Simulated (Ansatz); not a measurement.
## Phonon spectrum of Mg$_{5}$ZnS$_{6}$

All numbers below come from DFT PBE, scalar-relativistic, plane waves, PAW in Ansatz 0.2.0. Settings: 420 eV plane-wave cutoff, Γ-centred 8×8×2 mesh, fixed occupations. No spin polarisation. Phonons by linear response, acoustic sum rule imposed.

Equilibrium structure at this level:
```
CELL_PARAMETERS angstrom
3.68453 0.00000 0.00000
0.00000 3.68453 0.00000
0.00000 0.00000 15.62831
ATOMIC_POSITIONS crystal
Mg 0.50000 0.50000 0.16436
Mg 0.00000 0.00000 0.33237
Mg 0.50000 0.50000 0.50000
Mg 0.00000 0.00000 0.66763
Mg 0.50000 0.50000 0.83564
Zn 0.00000 0.00000 0.00000
S 0.00000 0.00000 0.16374
S 0.50000 0.50000 0.33233
S 0.00000 0.00000 0.50000
S 0.50000 0.50000 0.66767
S 0.00000 0.00000 0.83626
S 0.50000 0.50000 0.00000
```

The cell was found from a structure generator's guess, not taken from experiment. The q mesh is coarse, so values between its points are rough.

Force constants from linear response on a 2×2×1 q mesh.

Question: Is the structure dynamically stable on the q mesh?

Answer: No: at q = (0.000, -0.500, 0.000) a mode is imaginary, 71i cm⁻¹.

Question: Give the frequencies (cm⁻¹) at the zone-boundary points of high symmetry (interpolated where a point lies off the q mesh).

Answer:
```json
{"point": "X", "q": "0.000 0.500 0.000", "frequencies": "71i 82 92 103 132 151 160 169 171 172 172 174 175 178 186 186 193 195 195 196 196 212 229 237 246 265 269 273 283 290 293 311 327 330 342 348"}
{"point": "M", "q": "0.500 0.500 0.000", "frequencies": "46 46 84 122 129 129 151 153 153 161 161 176 176 181 181 181 185 193 201 201 203 228 243 246 247 265 265 272 272 281 285 285 289 289 296 296"}
{"point": "Z", "q": "0.000 0.000 0.500", "frequencies": "35i 35i 44 44 47 47 66 76 104 104 111 111 124 124 130 130 143 198 199 202 234 234 240 240 246 246 253 253 257 257 268 279 300 302 359 373"}
{"point": "R", "q": "0.000 0.500 0.500", "frequencies": "71i 82 92 101 131 153 160 171 171 172 173 174 174 175 176 193 195 195 196 197 206 214 226 233 245 261 264 275 285 289 295 318 320 333 343 345"}
{"point": "A", "q": "0.500 0.500 0.500", "frequencies": "46 46 88 135 135 140 142 142 143 146 168 168 175 175 181 181 187 201 201 212 220 228 228 244 250 264 264 274 274 281 281 281 291 291 296 296"}
```
